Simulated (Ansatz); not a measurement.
The elements of this relaxed trial crystal are hidden behind letters.

```
lattice vectors (Å)
   5.5015    0.0000    0.0000
   0.0000    5.5015    0.0000
   0.0000    0.0000    7.9864
fractional positions
X 0.0000 0.0000 0.5000
Z 0.5000 0.0000 0.7793
Z 0.0000 0.5000 0.2207
Z 0.5000 0.5000 0.0000
Q 0.7338 0.0000 0.6566
Q 0.2491 0.5000 0.1091
Q 0.2662 0.0000 0.6566
Q 0.7509 0.5000 0.1091
Q 0.0000 0.2662 0.3434
Q 0.5000 0.7509 0.8909
Q 0.0000 0.7338 0.3434
Q 0.5000 0.2491 0.8909
```

Method: DFT PBE, scalar-relativistic, plane waves, PAW in Ansatz 0.2.0. Settings of the last relaxation (12-atom cell): 420 eV, 4×4×4 k points, Gaussian smearing of 0.02 eV, no spin polarisation.

| Property | Result |
| --- | --- |
| Space group | P-4m2 (No. 115) |
| Conventional cell | a = 5.501 Å, c = 7.986 Å |
| Volume per atom | 20.14 Å³ |
| Density | 2.68 g/cm³ |
| Formation energy | −2.867 eV/atom |
| Gap on the 4×4×4 mesh of the 12-atom cell | 4.66 eV |

Energies are uncorrected and count from the elements' standard states at the same level.

Task: X is a d-block element of period 6, Z is a p-block element of period 3 and Q is a p-block element of period 2. Which elements are they?

Result: X = Hf, Z = Si, Q = O, so the formula is HfSi3O8. Density times volume gives a mean mass of 2.68 × 20.14/1.6605 = 32.5 u per atom, and this set has 32.6 u. Hf has 4 O at 1.93 Å; Si on a site of symmetry 2mm is surrounded by 4 O at 1.62–1.63 Å; O on its first site has 1 Si at 1.62 Å and 1 Hf at 1.93 Å; 2 more sites not described. Other sets within the hints have nearly the same mass, so mass alone doesn't settle it; this one was computed.

Spin–orbit coupling, which can matter for Hf, is left out. Kohn–Sham gaps at this level usually fall short of measured ones. Symmetry constrained the relaxation, so the result can be a saddle point.
